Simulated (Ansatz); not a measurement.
The relaxed structure here is a generated cell of SnO: the first start was made by placing the elements on the sites of a structure type, and the end was not matched to a known phase here, so it may be hypothetical. Known forms of SnO include space group No. 129.

One starting cell of SnO (a generated cell, SnO placed in the AFLOW prototype AB_cI16_199_a_a (B_a)) was relaxed twice with Ansatz (plane waves, PAW, scalar-relativistic): with r2SCAN at 500 eV and with PBE at 420 eV. The r2SCAN result:

```yaml
crystal:
  lattice:
    - [-3.22006, 3.22006, 3.22006]
    - [3.22006, -3.22006, 3.22006]
    - [3.22006, 3.22006, -3.22006]
  atoms:
    - { symbol: O, position: [0.90236, 0.90236, 0.90236] }
    - { symbol: O, position: [0.50000, 0.00000, 0.59764] }
    - { symbol: O, position: [0.00000, 0.59764, 0.50000] }
    - { symbol: O, position: [0.59764, 0.50000, 0.00000] }
    - { symbol: Sn, position: [0.52488, 0.52488, 0.52488] }
    - { symbol: Sn, position: [0.50000, 0.00000, 0.97512] }
    - { symbol: Sn, position: [0.00000, 0.97512, 0.50000] }
    - { symbol: Sn, position: [0.97512, 0.50000, 0.00000] }
```

```
quantity                          r2SCAN    PBE
--------------------------------  ------  -----
space group                         I2₁3   I2₁3
volume (Å³/atom)                   16.69  16.96
a (Å)                              6.440  6.474
gap (eV, no spin-orbit coupling)    0.62   0.38
```

Both levels end in the same structure; PBE's volume is 1.6 % larger; its gap is 0.24 eV smaller. Neither column is exact.

No spin polarisation in the result.

The run could not lose the symmetry of its start, so the end can be a saddle point.

Ansatz is a first-principles code.
